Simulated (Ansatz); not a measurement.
# Co stretched along one axis: stress

Cell: a COD entry, whose atoms a relaxation with PBE at fixed cell left in place.

```xyz
2
Lattice="2.5054 0.0000 0.0000 -1.2527 2.1697 0.0000 0.0000 0.0000 4.0893" Properties=species:S:1:pos:R:3 pbc="T T T"
Co    0.0000    1.4465    1.0223
Co    1.2527    0.7232    3.0670
```

Atoms are numbered from 1 in the order listed; like atoms form one site, named after its first atom.

All values are calculated (Ansatz; DFT, PBE, plane waves and PAW, scalar-relativistic, collinear spin, 420 eV cutoff, Γ-centred 21×21×11 k-points, Fermi–Dirac smearing 0.05 eV), not measured. Start moments as typed (μB): 2 on each Co.

The cell is stretched along z (the third Cartesian axis of the run's cell), x and y held, and the ions relax again each time. Tension counts as positive.

| strain along z (%) | stress along z (GPa) | stress along x (GPa) |
| --- | --- | --- |
| -3 | -5.7 | 0.5 |
| -2 | ? | ? |
| -1 | 2.6 | 2.8 |
| 0 | 6.3 | 3.7 |
| +1 | 9.6 | 4.6 |
| +2 | 12.7 | 5.5 |
| +3 | 15.5 | 6.3 |

Problem. Estimate the row at -2 % from the others.

Solution. stress along z (GPa): -1.4; stress along x (GPa): 1.7. Worked: parabolas through the other 6 rows give -1.4 and 1.7 GPa at -2 %. Their slopes at zero strain are 353 GPa (the stiffness along z) and 96 GPa (the coupling of z to x). They hold at this cell, where the calculated pressure is -4.6 GPa.

All values belong to this cell and structure model.
